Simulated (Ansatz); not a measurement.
Hg:
```yaml
crystal:
  lattice:
    - [3.43857, 0.00000, 0.00000]
    - [-1.71929, 2.97789, 0.00000]
    - [0.00000, 0.00000, 10.86344]
  atoms:
    - { symbol: Hg, position: [0.00000, 0.00000, 0.00000] }
    - { symbol: Hg, position: [0.00000, 0.00000, 0.50000] }
    - { symbol: Hg, position: [0.33333, 0.66667, 0.25000] }
    - { symbol: Hg, position: [0.66667, 0.33333, 0.75000] }
```

Relaxed with r²SCAN. Special points in fractions of this cell's reciprocal vectors: Γ (0.000, 0.000, 0.000); M (0.500, 0.000, 0.000); K (0.333, 0.333, 0.000); A (0.000, 0.000, 0.500); L (0.500, 0.000, 0.500); H (0.333, 0.333, 0.500).

Question: List the band energies nearest the Fermi level at these points for DFT-r²SCAN in the program Ansatz with PAW potentials.

Answer: In eV from the Fermi level; about four levels below and three above (degenerate sets whole), none deeper than 8.9 eV; points with the same levels are listed once.

| k | below | above |
|---|---|---|
| Γ | -5.70 -5.70 -1.30 -0.27 | 7.03 7.04 11.43 11.43 |
| M | -2.04 -1.09 -0.49 -0.13 | 0.23 3.07 3.41 |
| K | -1.28 -0.96 -0.96 -0.47 | 2.00 2.37 2.37 |
| A | -5.78 -5.78 -5.78 -5.78 -3.70 -3.70 | 2.85 2.85 11.59 11.59 |
| L | -2.01 -2.01 -1.40 -1.40 | 1.32 1.32 1.89 1.89 |
| H | -0.96 -0.96 -0.92 -0.92 | 1.68 1.68 3.24 3.24 |

Space group P6_3/mmc (dhcp (α-La type)). The workflow started from a Materials Project entry (that database holds measured and hypothetical structures alike); the Crystallography Open Database copy checked does not list it. It is not the usual solid phase (space group No. 166). The r²SCAN relaxation kept the symmetry of its start; its stability against distortions is not shown here. The substance is a gas or liquid at ambient conditions. Scalar-relativistic: spin–orbit coupling is off unless named, which matters more the heavier the elements.

Potentials: the later of the program's two PAW sets.
